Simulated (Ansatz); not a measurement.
NiO (CsCl type, Pm-3m), plane-wave PAW PBE (Ansatz code), all energies at zero smearing, with the estimated change up to a 700 eV cutoff added, with one set of potentials and settings (totals compare only within such a set). Cell of 2 atoms (1 Ni, 1 O): -6404.683 eV.

```tsv
element	reference phase	E (eV/atom)
Ni	Fm-3m, 1 atoms in the cell, spin-polarised	-5839.7295
O	C2/m, 4 atoms in the cell, spin-polarised	-565.0042
```

Formation energy per atom, worked out: (-6404.683 − 1×(-5839.7295) − 1×(-565.0042))/2 = 0.025 eV/atom (2 kJ per mol of atoms), at 0 K, without zero-point energy or fitted corrections.

A made-up cell: these elements were put on the sites of a structure type; neither database checked (COD, Materials Project) lists it. It is not the phase usual at ambient conditions (space group No. 225). Symmetry was held in the PBE relaxation; its stability against distortions is not shown here. Magnetic state: ferromagnetic, chosen from 5 collinear starts compared on coarse meshes (ties went to the first, and starts can fall back to one state), not a proven ground state. No Hubbard U is applied. The references are the lowest solids computed at this level, not always the standard phases (solids in place of the gases).

Potentials: the earlier of the program's two PAW sets.
